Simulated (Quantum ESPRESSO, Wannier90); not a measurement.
Wannier functions of BaTiO₃ (cubic perovskite)

```yaml
crystal:
  lattice:
    - [4.00768, 0.00000, 0.00000]
    - [0.00000, 4.00768, 0.00000]
    - [0.00000, 0.00000, 4.00768]
  atoms:
    - { symbol: Ba, position: [0.50000, 0.50000, 0.50000] }
    - { symbol: Ti, position: [0.00000, 0.00000, 0.00000] }
    - { symbol: O, position: [0.50000, 0.00000, 0.00000] }
    - { symbol: O, position: [0.00000, 0.50000, 0.00000] }
    - { symbol: O, position: [0.00000, 0.00000, 0.50000] }
```

Materials Project entry mp-2998; symmetrised, unrelaxed at this level. COD (Crystallography Open Database) records the formula in this space group. Ideal cubic forms of this type are often high-temperature phases that distort on cooling; symmetry holds the cell here, and its stability was not tested. Level: PBEsol, spinors with spin-orbit coupling; pw.x of Quantum ESPRESSO at 68 Ry with PseudoDojo potentials, 6×6×6 k-points, Wannier90. Density: 8×8×8 mesh, cold smearing 0.01 Ry.

Valence charges of the files: Ba 10, Ti 12, O 6. 76 bands were computed.

Isolated groups of bands, relative to the valence-band maximum (bands from 41 on overlap up to the last one computed):

```csv
bands,from (eV),to (eV),filling,weight on atomic waves
1–2,-56.31,-56.31,filled,Ti 3s 96 %
3–4,-33.14,-33.10,filled,Ti 3p 98 %
5–8,-32.49,-32.44,filled,Ti 3p 98 %
9–10,-24.57,-24.30,filled,Ba 5s 94 %
11–16,-16.96,-15.73,filled,"O 2s 85 %, Ti 3d 5 %, Ti 4s 4 %"
17–18,-11.70,-10.90,filled,Ba 5p 92 %
19–22,-10.03,-8.84,filled,"Ba 5p 90 %, O 2p 6 %"
23–40,-4.51,0.00,filled,"O 2p 82 %, Ti 3d 11 %"
```

Wanted is a model with the orbitals Ti d, O p, without the filled groups that are mainly made of other shells (semicore states, and anion s where it isn't named); all higher bands stay in for disentanglement.

Task: Give num_wann, exclude_bands and num_bands, and the number of electrons that the model holds.

Result: Electrons: 1×10 + 1×12 + 3×6 = 40, which fill 40 bands.
num_wann = 2 × (1×5 + 3×3) = 28.
exclude_bands = 1-22, 22 bands, so num_bands = 76 − 22 = 54.
The model holds 40 − 1×22 = 18 electrons. With the window frozen to 3.26 eV it follows pw.x to 0.4 meV rms (states up to 2.8 eV relative to the valence-band maximum).
